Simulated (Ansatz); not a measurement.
An Ansatz (an electronic-structure program) input:

Ansatz 0.2 input:
```yaml
crystal:
  lattice:
    - [4.0532614304, 0.0, 0.0]
    - [-2.0266307152, 3.5102273669, 0.0]
    - [0.0, 0.0, 5.0898756718]
  atoms:
    - { symbol: Te, position: [0.6666666667, 0.3333333333, 0.73287202] }
    - { symbol: Te, position: [0.3333333333, 0.6666666667, 0.26712798] }
    - { symbol: Pt, position: [0.0, 0.0, 0.0] }
kpoints:
  mp_grid: { grid: [9, 9, 6] }
  band_path:
    path:
      - [[0.0, 0.0, 0.0], [0.5, 0.0, 0.0], [0.3333333333, 0.3333333333, 0.0], [0.0, 0.0, 0.0], [0.0, 0.0, 0.5], [0.5, 0.0, 0.5], [0.3333333333, 0.3333333333, 0.5], [0.0, 0.0, 0.5]]  # Γ-M-K-Γ-A-L-H-A
      - [[0.5, 0.0, 0.5], [0.5, 0.0, 0.0]]  # L-M
      - [[0.3333333333, 0.3333333333, 0.5], [0.3333333333, 0.3333333333, 0.0]]  # H-K
    npoints: 8
basis: { xc_grid: 2 }
hamiltonian:
  xc: pbe
  dispersion: d3bj
  pseudopotentials: { kind: paw }
magnetization: { noncollinear: true, spin_orbit: true }
scf:
  n_extra_bands: 12
  convergence: { dr2_threshold: 0.0000000001 }
  occupations: { method: gaussian, width: 0.05 }
output: { eigenvalues: true }
```

Problem. How many symmetry operations and irreducible k-points will the run report?

Solution. 12 operations, 62 of 486 k-points.

Problem. With a cutoff of 420 eV, how many plane waves at Γ?

Solution. 1397.

It took about 110 core-seconds (a rough figure) on shared server cores.

Space group P-3m1. Symmetry was held in the PBE+D3(BJ) relaxation. The run is not spin-polarised.

Potentials: the later of the program's two PAW sets.

Ansatz is a plane-wave DFT program.
